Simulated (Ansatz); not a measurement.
NiO2:
```yaml
crystal:
  lattice:
    - [1.38584, 0.80012, 4.84013]
    - [-1.38584, 0.80012, 4.84013]
    - [0.00000, -1.60023, 4.84013]
  atoms:
    - { symbol: Ni, position: [0.00000, 0.00000, 0.00000] }
    - { symbol: O, position: [0.60192, 0.60192, 0.60192] }
    - { symbol: O, position: [0.39808, 0.39808, 0.39808] }
```

Relaxed with r²SCAN+D4.

Task: Give the optical modes at the zone centre with their infrared activity from DFPT, DFT-r²SCAN+D4 in the program Ansatz with PAW potentials.

Result: Transverse frequencies, without the LO–TO term; a row sums one degenerate level.

```json
[
 {"ω (cm⁻¹)": "528", "degeneracy": "2", "IR ((D/Å)²/amu)": "0.00", "activity": "IR-inactive", "symmetry": "Eg"},
 {"ω (cm⁻¹)": "589", "degeneracy": "2", "IR ((D/Å)²/amu)": "39.99", "activity": "IR", "symmetry": "Eu"},
 {"ω (cm⁻¹)": "601", "degeneracy": "1", "IR ((D/Å)²/amu)": "0.00", "activity": "IR-inactive", "symmetry": "A1g"},
 {"ω (cm⁻¹)": "683", "degeneracy": "1", "IR ((D/Å)²/amu)": "0.24", "activity": "IR", "symmetry": "A2u"}
]
```

Task: How high does the top mode go among those that the LO–TO term moves?

Result: 677 cm⁻¹ for q along x, 677 cm⁻¹ for q along y, 687 cm⁻¹ for q along z.

Space group R-3m. The workflow started from a Materials Project entry (that database holds measured and hypothetical structures alike); the Crystallography Open Database copy checked does not list it. COD files the formula under space group No. 12. Whether it is the stable phase at ambient conditions was not checked. The cell was relaxed with r²SCAN+D4 under the symmetry of its start. At this level the phase is mechanically unstable. No spin polarisation was allowed. No Hubbard U is applied.

Potentials: the later of the program's two PAW sets.
